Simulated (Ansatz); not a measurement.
## YS (Fm-3m), two-dimensional strain map

Level of theory: Ansatz, DFT r2SCAN, scalar-relativistic, plane waves, PAW. Settings: plane waves to 500 eV, k-mesh 16×16×16 (Γ-centred), Gaussian smearing 0.15 eV. No spin polarisation. Energies are free energies at this smearing, counted from the undisturbed cell; pressure is positive in compression.

The starting cell (as given, not relaxed at this level; it stands at 2.2 GPa, and it needn't be the usual structure):

```yaml
crystal:
  lattice:
    - [0.00000, 2.74365, 2.74365]
    - [2.74365, 0.00000, 2.74365]
    - [2.74365, 2.74365, 0.00000]
  atoms:
    - { symbol: Y, position: [0.50000, 0.50000, 0.50000] }
    - { symbol: S, position: [0.00000, 0.00000, 0.00000] }
```

The cell is strained by p along both x and y and by q along z, fractional coordinates fixed. Points are written (p, q).

Energy above the undisturbed cell in meV/atom (a dash: not computed):

```csv
p \ q,-0.030,-0.015,0.000,0.015,0.030
-0.030,87.4,66.7,?,51.5,54.3
-0.015,46.7,27.5,17.5,15.4,19.7
0.000,25.9,8.4,0.0,-0.6,5.3
0.015,?,6.3,-0.4,0.6,?
0.030,32.9,18.6,13.6,?,25.4
```

Problem. Fill in the withheld energies.

Solution. (-0.030, 0.000): 55.2; (0.015, -0.030): 22.2; (0.015, 0.030): 8.1; (0.030, 0.015): 16.3.